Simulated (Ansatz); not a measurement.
NiSb at several levels of theory

One geometry, relaxed with PBE, and single points on it; plane waves with PAW potentials in Ansatz, scalar-relativistic unless the row names spin-orbit coupling. Collinear spin, which adds to the cost, in r2SCAN (no moment survived); no spin polarisation in PBE, LDA. Meshes are on the primitive cell of 4 atoms. Gaps are the least over mesh and band path; pressure is positive in compression. Smearing is Gaussian, 0.10 eV.

```
CELL_PARAMETERS angstrom
3.97566 0.00000 0.00000
-1.98783 3.44302 0.00000
0.00000 0.00000 5.15685
ATOMIC_POSITIONS crystal
Ni 0.00000 0.00000 0.00000
Ni 0.00000 0.00000 0.50000
Sb 0.33333 0.66667 0.25000
Sb 0.66667 0.33333 0.75000
```

```tsv
level	cutoff (eV)	k mesh	gap (eV)	pressure (GPa)	rough cost with bands (core-min)
PBE	420	12×12×8	0	0.0	1.1
```

Problem. What do r2SCAN, LDA give on the same cell?

Solution.
```csv
level,cutoff (eV),k mesh,gap (eV),pressure (GPa),rough cost with bands (core-min)
r2SCAN,500,12×12×8,0,-3.5,5
LDA,420,12×12×8,0,-8.7,1.1
```

Spin-orbit coupling is left out except in a row that names it, which matters for the bands of heavy elements.